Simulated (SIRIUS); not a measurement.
Set-up for a self-consistent single point of HfN (I4mm, 2 atoms in the cell; from Materials Project mp-2828, changed as shown).

```xyz
2
Lattice="0.0000 2.2559 2.2559 2.2559 0.0000 2.2559 2.2559 2.2559 0.0000" Properties=species:S:1:pos:R:3 pbc="T T T"
Hf     0.0000     0.0000     0.0000
N      2.2559     2.4059     2.2559
```

Method: LDA (PW92), PseudoDojo 0.4 standard norm-conserving LDA (tails mended) pseudopotentials (plane waves; SIRIUS).

SIRIUS settings:

| setting | value |
|---|---|
| parameters.ngridk | 13 13 13 |
| parameters.xc_functionals | [XC_LDA_X, XC_LDA_C_PW] |
| parameters.gk_cutoff | 9.165 1/bohr |
| parameters.pw_cutoff | 18.331 1/bohr |
| parameters.smearing | cold |
| parameters.smearing_width | 0.00183747 Ha |
| potentials | PseudoDojo 0.4 standard norm-conserving LDA (tails mended) pseudopotentials |
| parameters.electronic_structure_method | pseudopotential |
| parameters.num_bands | 13 |
| parameters.num_mag_dims | 0 |
| parameters.num_dft_iter | 100 |
| parameters.energy_tol | 1e-07 Ha |
| parameters.density_tol | 1e-06 |
| mixer.type | anderson |
| mixer.beta | 0.3 |
| mixer.use_hartree | false |

Results:

- Number of valence electrons: 17
- Number of bands: 13
- Number of k-points after the program's reduction: 196
- Number of plane waves (most at a k-point): 2032
- Number of SCF iterations: 20
- FFT grid: 40 × 40 × 40
- Free energy E − TS: -1821.9973 eV
- Fermi level (on the code's own zero): 18.48 eV
- Pressure: -9.30 GPa
- Largest force (vector length): 1.650 eV/Å

Forces (eV/Å):
```json
[
 {"atom": "Hf1", "Fx": "0.000", "Fy": "1.650", "Fz": "0.000"},
 {"atom": "N2", "Fx": "0.000", "Fy": "-1.650", "Fz": "0.000"}
]
```

Stress (GPa, positive for compression):
```
-12.00    0.00    0.00
  0.00   -3.89    0.00
  0.00    0.00  -12.00
```

For comparison: a first run was changed to give this one (atom 2 moved by +0.15 angstrom along y), and from it to this one the free energy rises by 62.7 meV/atom, the pressure goes from -12.34 to -9.30 GPa and the largest force goes from 0.000 to 1.650 eV/Å.

Forces above 1 eV/Å remain at this geometry. The structure comes from a collection of computed structures, made at another level of theory; the collection holds predicted forms beside known ones.

Cost on one core: about 3 core-minutes (a rough figure).

“Tails mended”: in these copies of the files the far tail of each local potential was reset to the Coulomb form.
